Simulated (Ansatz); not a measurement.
Input:

Al3GaN4:
```cif
data_Al3GaN4
_chemical_formula_sum 'Ga1 N4 Al3'
_space_group_name_H-M_alt 'P3m1'
_space_group_IT_number 156
_space_group_name_Hall 'P 3 -2"'
_cell_length_a 3.13003
_cell_length_b 3.13003
_cell_length_c 10.08187
_cell_angle_alpha 90.000
_cell_angle_beta 90.000
_cell_angle_gamma 120.000
loop_
_atom_site_label
_atom_site_type_symbol
_atom_site_symmetry_multiplicity
_atom_site_Wyckoff_symbol
_atom_site_fract_x
_atom_site_fract_y
_atom_site_fract_z
_atom_site_occupancy
Ga1 Ga 1 b 0.33333 0.66667 0.00566 1
N1 N 1 b 0.33333 0.66667 0.20052 1
Al1 Al 1 c 0.66667 0.33333 0.25788 1
N2 N 1 c 0.66667 0.33333 0.44644 1
Al2 Al 1 b 0.33333 0.66667 0.50476 1
N3 N 1 b 0.33333 0.66667 0.69320 1
Al3 Al 1 c 0.66667 0.33333 0.75127 1
N4 N 1 c 0.66667 0.33333 0.93981 1
```

This is the PBEsol-relaxed structure.

### Question
All from plane-wave PAW PBEsol (Ansatz code), unless another level is named. Give the electronic dielectric constant ε∞ (DFPT).

### Answer
4.79 (xx = yy), 4.99 (zz).

### Question
Predict the static dielectric constant ε0 (ions relaxed, cell fixed).

### Answer
8.64 (xx = yy), 10.0 (zz).

### Question
Next, the largest static χ(2) component?

### Answer
5.8 pm/V.

### Question
Predict the Born charges (a third of the trace).

### Answer
Ga +2.56, N -2.63 to -2.52, Al +2.54 to +2.65 e.

The start of the workflow was typed in or built on a structure type; neither database checked (COD, Materials Project) lists it. Its standing as an ambient phase is unchecked. Symmetry was held in the PBEsol relaxation; its stability against distortions is not shown here. Scalar-relativistic: spin–orbit coupling is off unless named, which matters more the heavier the elements.

Potentials: the earlier of the program's two PAW sets. The files were generated under PBE; for other functionals the program regenerates the frozen cores, and for LDA and PBEsol the local potential too.
